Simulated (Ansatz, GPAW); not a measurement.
This is a calculation of CsLiCr2Te2S3 for Ansatz 0.2.0. The cell comes from a database or a generator and needn't be the stable form of this composition.

Contents of input.yaml:

```yaml
crystal:
  lattice:
    - [3.42162, -5.18069, 0.00784]
    - [3.42162, 5.18069, 0.00784]
    - [-2.90411, 0.0, 7.43093]
  atoms:
    - { symbol: Cs, position: [0.09374, 0.09374, 0.00853] }
    - { symbol: Li, position: [0.58875, 0.58875, 0.55336] }
    - { symbol: Cr, position: [0.05646, 0.46755, 0.5579], spin: 3.0 }
    - { symbol: Cr, position: [0.46755, 0.05646, 0.5579], spin: 3.0 }
    - { symbol: Te, position: [0.56486, 0.87357, 0.29035] }
    - { symbol: Te, position: [0.87357, 0.56486, 0.29035] }
    - { symbol: S, position: [0.81151, 0.39697, 0.73347] }
    - { symbol: S, position: [0.39697, 0.81151, 0.73347] }
    - { symbol: S, position: [0.21404, 0.21404, 0.48371] }
kpoints:
  mp_grid: { grid: [5, 5, 4] }
scf:
  occupations: { method: fermi_dirac, width: 0.05 }
hamiltonian:
  xc: pbe
  pseudopotentials: { kind: all_electron, lapw: { basis_error: 0.001 } }
magnetization:
  spin_polarized: true
output:
  forces: true
  stress: true
  eigenvalues: true
  populations: true
```

Potentials or basis: all-electron LAPW, scalar-relativistic.

Run with:

```sh
$ ansatz run input.yaml --threads 8 --pin off --max-ram 24576MiB --backend cpu --events-out ev --progress --plain --runs-dir out
```

Question: Set up the same calculation for GPAW 26.7.0 (ASE script). Potentials or basis there: GPAW PAW data sets (gpaw-data 1.2.1), cutoff 800 eV.

Answer: As run (cutoffs and basis follow the program's own potentials, and thresholds, step limits or extra output files can differ):

The input run.py:

```python
from ase import Atoms
from ase.dft.bandgap import bandgap
from ase.io import write
from ase.units import Bohr, GPa
from ase.parallel import parprint
from gpaw import GPAW, PW
from gpaw.elf import elf_from_dft_calculation

atoms = Atoms(['Cs', 'Li', 'Cr', 'Cr', 'Te', 'Te', 'S', 'S', 'S'],
              cell=[[3.42162, -5.18069, 0.00784],
                    [3.42162, 5.18069, 0.00784],
                    [-2.90411, 0.0, 7.43093]],
              scaled_positions=[[0.09374, 0.09374, 0.00853],
                                [0.58875, 0.58875, 0.55336],
                                [0.05646, 0.46755, 0.5579],
                                [0.46755, 0.05646, 0.5579],
                                [0.56486, 0.87357, 0.29035],
                                [0.87357, 0.56486, 0.29035],
                                [0.81151, 0.39697, 0.73347],
                                [0.39697, 0.81151, 0.73347],
                                [0.21404, 0.21404, 0.48371]],
              pbc=True)
atoms.set_initial_magnetic_moments([0.0, 0.0, 3.0, 3.0, 0.0, 0.0, 0.0, 0.0, 0.0])

calc = GPAW(mode=PW(800),
            xc='PBE',
            kpts={'size': (5, 5, 4), 'gamma': True},
            occupations={'name': 'fermi-dirac', 'width': 0.05},
            nbands=49,
            convergence={'density': 1e-05, 'energy': 1e-05},
            maxiter=150,
            txt='gpaw.txt')
atoms.calc = calc
energy = atoms.get_potential_energy()
forces = atoms.get_forces()
stress = atoms.get_stress()
calc.write('gs.gpw')
write('result.traj', atoms)
parprint(f'Energy: {energy:.6f} eV')
parprint('Forces (eV/A):')
parprint(forces.round(4))
parprint('Stress (GPa):', (stress / GPa).round(3))
parprint('Moments:', calc.get_magnetic_moments().round(3))
parprint('Fermi level:', round(calc.get_fermi_level(), 4), 'eV')
parprint(f'Gap: {bandgap(calc)[0]:.4f} eV, direct: {bandgap(calc, direct=True)[0]:.4f} eV')

# fields on the real-space grid
write('density.cube', atoms, data=calc.get_pseudo_density() * Bohr**3)
write('potential.cube', atoms, data=calc.get_electrostatic_potential())
write('spin.cube', atoms, data=(calc.get_pseudo_density(spin=0) - calc.get_pseudo_density(spin=1)) * Bohr**3)
write('elf.cube', atoms, data=elf_from_dft_calculation(calc).data)
```

Potentials or basis: GPAW PAW data sets (gpaw-data 1.2.1), pw.

Command:

```bash
$ OMP_NUM_THREADS=1 mpirun -n 8 gpaw python run.py
```

Both were run:

|  | Ansatz | GPAW |
| --- | --- | --- |
| Pressure | 0.0 GPa | 0.2 GPa |
| Net moment | 4.01 μB per cell | 4.02 μB per cell |

Where Ansatz's input types no cutoff or centring, it takes its own default and a Γ-centred mesh.

The magnetic state is the one that the start led to; the real crystal's order can differ.

Pressure is positive in compression.
